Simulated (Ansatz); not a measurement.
KCr₃O₈ in space group C2/m (No. 12; Pearson symbol mS24), PBEsol (plane waves, PAW; program Ansatz). The conduction-band minimum lies at Γ, with 1 equivalent valley. Second derivatives d²E/dk² of the lowest band at one valley (eV·Å²), along Cartesian directions:

```csv
direction,d²E/dk²
[100],7.630
[010],12.41
[001],1.787
[110],10.02
[101],5.193
[011],7.101
```

Task: Find the principal effective masses, the density-of-states mass and the conductivity mass.

Result: Off-diagonal terms follow from H_xy = H[110] − (H_xx + H_yy)/2, and m*/mₑ = 7.620 eV·Å² over each eigenvalue: 0.61, 0.99, 4.4. One valley's DOS mass (m₁m₂m₃)^(1/3) = 1.4, conductivity mass 3/(Σ 1/mᵢ) = 1.0 mₑ.

Task: What effective density of states Nc follows at 300 K for parabolic valleys?

Result: Nc = 2.509e19 × 1 × (1.4)^(3/2) / 2 (one spin channel) ≈ 2.1e19 cm⁻³.

Task: With the computed static dielectric constant 10.5 (mean of the diagonal), estimate a hydrogenic donor's binding energy and radius.

Result: E = 13.606 eV × 1.0/10.5² ≈ 120 meV; a = 0.529 Å × ε/m* ≈ 5.6 Å. Semilocal masses tend to be too small where the gap is.

The first step of the workflow began from a Materials Project structure, measured or hypothetical; the Crystallography Open Database files this formula in space group No. 12, but the cells were not matched. Its standing as an ambient phase is unchecked. The cell was relaxed with PBEsol under the symmetry of its start; of distortions, only those at the zone centre were tested. Magnetic state: ferromagnetic, chosen from 2 collinear starts compared on coarse meshes (ties went to the first, and starts can fall back to one state), not a proven ground state. No Hubbard U is applied. Point labels and valley counts follow the cell and symmetry of the run, lower than the named group.

Potentials: the earlier of the program's two PAW sets.
